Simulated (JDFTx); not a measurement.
System: WC(0001) (P-6m2 bulk; lattice of mp-1894, not re-optimised at this level), 1x1 cell of 5 atoms in 5 planes (W outermost, slab composition W3C2), area 7.37 Å² a face, 5.6 Å between the outermost planes in a cell 21.7 Å high; k mesh 8×8×1, Fermi width 0.01 Ha, no spin polarisation. Whether this polymorph is the ambient one wasn't checked.

Profiles through the double layer of this slab, charged, in linear PCM (GLSSA13), water, 1 M NaCl; PBE, GBRV ultrasoft potentials, plane waves to 20/100 Ha, JDFTx (a modified build). z is the height above the outermost atoms, φ the plane-averaged electrostatic potential energy of an electron (zero in the bulk liquid), ρ_b the bound charge of solvent and ions, s the cavity shape function (0 in the solid, 1 in the liquid).

| z (Å) | n (e/Å³) | s | φ (eV) | ρ_b (10⁻³ e/Å³) |
|---|---|---|---|---|
| 0.82 | 0.3310 | 0.00 | -2.976 | 0.00 |
| 1.27 | 0.0940 | 0.00 | -2.412 | -0.08 |
| 1.72 | 0.0315 | 0.00 | -0.931 | -4.74 |
| 2.18 | 0.0100 | 0.02 | -0.111 | -8.62 |
| 2.63 | 0.0033 | 0.34 | -0.037 | 1.45 |
| 3.08 | 0.0011 | 0.92 | -0.029 | 1.11 |
| 3.53 | 0.0004 | 1.00 | -0.025 | 0.39 |
| 3.98 | 0.0001 | 1.00 | -0.021 | 0.12 |
| 4.44 | 0.0000 | 1.00 | -0.018 | 0.03 |
| 4.89 | 0.0000 | 1.00 | -0.016 | 0.01 |
| 5.34 | 0.0000 | 1.00 | -0.014 | 0.00 |
| 5.79 | 0.0000 | 1.00 | -0.012 | -0.01 |
| 6.24 | 0.0000 | 1.00 | -0.010 | -0.01 |
| 6.70 | 0.0000 | 1.00 | -0.009 | 0.00 |
| 7.15 | 0.0000 | 1.00 | -0.008 | 0.00 |
| 7.60 | 0.0000 | 1.00 | -0.006 | 0.00 |

Q: Is the electrode positively or negatively charged, and roughly by how much?

A: Positively: σ = 7.5 μC/cm² per face. The liquid's bound charge is of the opposite sign overall, and far from the surface φ decays with the screening length (3.0 Å).
